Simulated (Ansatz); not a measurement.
Put NdAgO4 in P-6m2 (No. 187): Nd on 1f; Ag on 1a; O on 3j and 1b.

Method: Ansatz 0.2.0, DFT PBE, scalar-relativistic, plane waves, PAW, and for the lanthanide a 4f-in-core norm-conserving potential. Cutoff 660 eV, Γ-centred mesh, Gaussian smearing, collinear spin.

Energies over the elements count from the elements' standard structures at the same level (O₂ as a molecule), with no fitted energy shifts.

Question: Predict the relaxed structure.

Answer:

Space group P-6m2 (No. 187). a = 4.624 Å, b = 4.624 Å, c = 4.269 Å, α = 90.00°, β = 90.00°, γ = 120.00°
```csv
atom,site,symmetry,x,y,z
Nd,1f,-6m2,0.6667,0.3333,0.5000
Ag,1a,-6m2,0.0000,0.0000,0.0000
O,3j,mm2,0.5010,0.4990,0.0000
O,1b,-6m2,0.0000,0.0000,0.5000
```

Nd has 6 O at 2.51 Å, 3 O at 2.67 Å and 6 Ag at 3.42 Å; around Ag lie 2 O at 2.13 Å, 6 O at 2.31 Å and 6 Nd at 3.42 Å; O on a site of symmetry mm2 is surrounded by 4 O at 2.30–2.33 Å, 2 Ag at 2.31 Å and 2 Nd at 2.51 Å; O on a site of symmetry -6m2 is surrounded by 2 Ag at 2.13 Å and 3 Nd at 2.67 Å. Another local minimum with the same sites may exist.

Question: And its energy and gap?

Answer: The formation energy is −0.89 eV/atom, the gap on the 12×12×10 mesh of the 6-atom cell is 0 eV (a metal) and the net moment per atom is 0.23 μB. The moment by site is Ag 0.1; O 0.4 (×3) μB.

The last run used collinear spin and Gaussian smearing of 0.10 eV. The magnetic state reached may not be the lowest. A structure relaxed within its symmetry needn't be a true minimum. Another cell of NdAgO4 relaxed alike, in P4/mmm, lies 42 meV/atom lower, so this cell isn't the stable form at this level.

The lanthanide is trivalent by construction, without f bands, f moments or other valences. The reference runs of the other elements, and any phases without the lanthanide, used 420 eV, which shifts energies against them by under 10 meV/atom. The lanthanide's reference is the lowest of its hcp, dhcp and fcc cells. Site moments count only spheres around the atoms; the net moment includes the space between them.
